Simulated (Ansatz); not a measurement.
BP:
Space group Fm-3m (No. 225); a = b = c = 4.3182 Å, α = β = γ = 90.00°

| atom | site | symmetry | x | y | z |
|---|---|---|---|---|---|
| P | 4a | m-3m | 0.0000 | 0.0000 | 0.0000 |
| B | 4b | m-3m | 0.5000 | 0.5000 | 0.5000 |
(The calculation used a cell of 2 atoms; values per cell refer to that cell.)

Relaxed with r²SCAN.

Q: Tabulate the valence density and the electron localisation function along the shortest P–B contact (2.16 Å), the program Ansatz at the r²SCAN level (PAW).

A: 

```csv
distance from P (Å),density (e/Å³),ELF
0.22,0.16,0.00
0.32,0.30,0.03
0.43,0.49,0.23
0.54,0.65,0.56
0.65,0.74,0.77
0.76,0.75,0.85
0.86,0.71,0.86
0.97,0.65,0.86
1.08,0.60,0.84
1.19,0.58,0.82
1.30,0.59,0.81
1.40,0.61,0.79
1.51,0.65,0.72
1.62,0.67,0.56
1.73,0.66,0.33
1.84,0.58,0.11
1.94,0.46,0.02
```

The density is the valence pseudo-density with augmentation charge, so density and ELF within about 1 Å of a nucleus are not all-electron values.

The start of the workflow was typed in or built on a structure type; neither database checked (COD, Materials Project) lists it. It is not the phase usual at ambient conditions (space group No. 216). Symmetry was held in the r²SCAN relaxation; whether a distortion lowers the energy is not shown. Its formation energy is positive at this level, so the cell may be metastable or incomplete.

Potentials: the earlier of the program's two PAW sets.
